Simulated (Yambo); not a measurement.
G0W0@PBEsol for WO₃ (space group P6/mmm, No. 191) in Yambo. Reference settings: 3×3×4 Γ-centred k mesh, bands 4 to 210 and a 6 Ry block in the screening, 210 bands in G with the Bruneval-Gonze terminator, plasmon pole fitted at 27.2 eV. The PBEsol gap A → Γ on this mesh is 0.62 eV; G0W0 gaps are taken between the same points.

The settings were changed. The gap went from 1.59 eV to 1.68 eV, and the shift of the valence edge from -0.05 eV to 0.36 eV.

Task: Which change was made?
A) pole fitted at 40 eV
B) no random integration
C) 5 Ry block
D) 145 bands in G, no terminator

Result: D, 145 bands in G, no terminator. The others gave (gap, valence shift): 5 Ry block: 1.61, -0.05 eV; pole fitted at 40 eV: 1.56, -0.06 eV; no random integration: 1.57, 0.08 eV.

Spin-orbit coupling is not included.

Geometry of the Materials Project entry, not relaxed at this level; primitive cell a = 7.403 Å, b = 7.403 Å, c = 3.806 Å, α = 90.00°, β = 90.00°, γ = 120.00°.

A shift is the quasiparticle energy of the state minus its PBEsol energy.
